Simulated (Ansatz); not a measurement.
A geometry of Ga2O3 away from equilibrium: step 2 of the relaxation of a generated trial cell of Ga2O3 in the corundum structure type. These are PBE (plane waves to 420 eV, PAW, scalar-relativistic; Ansatz, a first-principles code) values and carry that method's errors. Γ-centred k-mesh 6×6×6 on the run's cell (coarser than for final values), Fermi–Dirac smearing 0.05 eV. The plane waves were selected for a different cell earlier on the path.

```
CELL_PARAMETERS angstrom
      2.47985     1.43174     4.47948
     -2.47985     1.43174     4.47948
      0.00000    -2.86349     4.47948
ATOMIC_POSITIONS crystal
  Ga 0.35340 0.35340 0.35340
  Ga 0.14660 0.14660 0.14660
  Ga 0.64660 0.64660 0.64660
  Ga 0.85340 0.85340 0.85340
  O  0.55417 0.94583 0.25000
  O  0.25000 0.55417 0.94583
  O  0.94583 0.25000 0.55417
  O  0.44583 0.05417 0.75000
  O  0.75000 0.44583 0.05417
  O  0.05417 0.75000 0.44583
```

**Question.** Give the Cartesian forces on all atoms (eV/Å).

**Answer.** 
| atom | Fx | Fy | Fz |
|---|---|---|---|
| Ga1 | 0.00 | 0.00 | 0.38 |
| Ga2 | 0.00 | 0.00 | -0.38 |
| Ga3 | 0.00 | 0.00 | -0.38 |
| Ga4 | 0.00 | 0.00 | 0.38 |
| O5 | 0.04 | 0.00 | 0.00 |
| O6 | -0.02 | 0.03 | 0.00 |
| O7 | -0.02 | -0.03 | 0.00 |
| O8 | -0.04 | 0.00 | 0.00 |
| O9 | 0.02 | -0.03 | 0.00 |
| O10 | 0.02 | 0.03 | 0.00 |

The path ends in R-3c (No. 167) (corundum type). No spin polarisation in the result.

The run could not lose the symmetry of its start.
